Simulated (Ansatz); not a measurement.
Relaxed CdTe (zinc blende):

```
CELL_PARAMETERS angstrom
      0.00000     3.27881     3.27881
      3.27881     0.00000     3.27881
      3.27881     3.27881     0.00000
ATOMIC_POSITIONS crystal
  Te 0.75000 0.75000 0.75000
  Cd 0.00000 0.00000 0.00000
```

Two-dimensional scan of atom 1 (Te, nearest neighbour Cd at 2.840 Å; its periodic images, 4.6 Å or more away, move with it): u runs along (1.000, 0.000, 0.000), v along (0.000, 1.000, 0.000) (Cartesian). Cell and other atoms are fixed.

Computed with r2SCAN (plane waves to 500 eV, PAW, scalar-relativistic; Ansatz, a program for electronic structure). k mesh 7×7×7 (Γ-centred), Fermi-Dirac smearing 0.05 eV. Points where atoms come too close for the PAW data are left out (x in tables, blank in figures). Fu and Fv are the components of the force on the atom. CdTe was relaxed with its symmetry unable to fall. Spin-orbit coupling is left out, though Te is heavy. 

| Fu (eV/Å) | u = -0.710 | u = -0.355 | u = 0.000 | u = 0.355 | u = 0.710 |
|---|---|---|---|---|---|
| v = -0.710 | x | ? | 0.00 | ? | x |
| v = -0.355 | 3.28 | 1.90 | 0.00 | -1.90 | -3.28 |
| v = 0.000 | ? | 1.37 | 0.00 | -1.37 | ? |
| v = 0.355 | 3.28 | 1.90 | 0.00 | -1.90 | -3.28 |
| v = 0.710 | x | ? | 0.00 | ? | x |

Fill in the missing entries.


- v = -0.710, u = -0.355: 3.42
- v = -0.710, u = 0.355: -3.42
- v = 0.000, u = -0.710: 2.33
- v = 0.000, u = 0.710: -2.33
- v = 0.710, u = -0.355: 3.42
- v = 0.710, u = 0.355: -3.42

(A displaced cell: forces are minus the slopes of the energy, force constants its curvatures, and phonons follow from these.)
